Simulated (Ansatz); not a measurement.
# Notes on ScMn4Al8

```xyz
13
Lattice="-0.0267 0.0510 5.1366 4.3867 -4.4737 2.5010 4.3811 4.4413 -2.5472" Properties=species:S:1:pos:R:3 pbc="T T T"
Sc    4.4436   -4.4086    2.5412
Mn    2.2422    2.0767    1.2597
Mn    2.2297   -2.2354    3.9209
Mn    2.3437    2.1006   -1.2045
Mn    6.5811    2.0799    3.8026
Al    7.1114   -0.0256    2.6380
Al    4.2051    2.4982    0.1450
Al    2.1272    0.1101    2.5274
Al    4.2313   -2.5517    5.2773
Al    2.9727   -0.1788    5.0649
Al    4.2964   -1.3428    2.6311
Al    6.0054    0.0506    4.8793
Al    4.4635    1.3510    2.6941
```

Level: r2SCAN, no spin polarisation; 500 eV; 4×3×3 (shifted by 0.5, 0.5, 0.5 steps) mesh; fermi-dirac occupations (width 0.1 eV); Ansatz 0.2.0, fixed geometry.

**Question.** What does the stress say?

**Answer.** The pressure is -7.1 GPa (compression positive), so with the atoms held at these fractions the cell would first shrink; the forces are large, so a full relaxation may end otherwise. The principal stresses -13.6, -6.6, -1.1 GPa differ, so its shape would change too.

**Question.** What happens at the Fermi level?

**Answer.** It is a metal, with about 9 states/eV a cell as the mean within 0.25 eV of the Fermi level, mostly Mn d (70 %) and Al p (16 %).

**Question.** Which atom feels the largest force, and which way?

**Answer.** The largest is on Al7: 3.79 eV/Å, components (3.72, -0.65, -0.36). It makes 148° with the line to a nearest neighbour, Mn2 at 2.30 Å, pointing away from it.

Origin: a strained cell with displaced atoms, so it need not be a known compound. Caveats: no spin polarisation, so a magnetic state may lie lower; the k mesh is coarse if the cell is a metal; atoms or cell far from equilibrium.
